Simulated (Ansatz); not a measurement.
HfSiO4:
```
CELL_PARAMETERS angstrom
     -3.26144     3.26144     2.96092
      3.26144    -3.26144     2.96092
      3.26144     3.26144    -2.96092
ATOMIC_POSITIONS crystal
  Hf 0.75000 0.25000 0.50000
  Hf 0.00000 0.00000 0.00000
  Si 0.25000 0.75000 0.50000
  Si 0.50000 0.50000 0.00000
  O  0.13304 0.31809 0.81495
  O  0.06809 0.75314 0.68505
  O  0.50314 0.31809 0.18505
  O  0.06809 0.38304 0.31495
  O  0.61696 0.93191 0.68505
  O  0.68191 0.86696 0.18505
  O  0.24686 0.93191 0.31495
  O  0.68191 0.49686 0.81495
```

Cartesian axes are those of the cell as given.

**Question.** Give the high-frequency dielectric tensor and the Born effective charge tensors of the independent atoms from DFPT, LDA in the plane-wave PAW code Ansatz.

**Answer.** 
ε∞:
```
3.92  0.00  0.00
0.00  3.92  0.00
0.00  0.00  4.13
```
Z* of atom 1 (Hf), rows: field, columns: displacement, in e:
```
5.28  0.00  0.00
0.00  5.28  0.00
0.00  0.00  4.58
```
Z* of atom 3 (Si), rows: field, columns: displacement, in e:
```
3.19  0.00  0.00
0.00  3.19  0.00
0.00  0.00  4.32
```
Z* of atom 5 (O), rows: field, columns: displacement, in e:
```
-1.15   0.00   0.00
 0.00  -3.09  -0.33
 0.00  -0.16  -2.23
```

Space group I4_1/amd. The cell was relaxed with LDA under the symmetry of its start. The run is not spin-polarised. Spin–orbit coupling is left out wherever it is not named.

Potentials: the later of the program's two PAW sets.
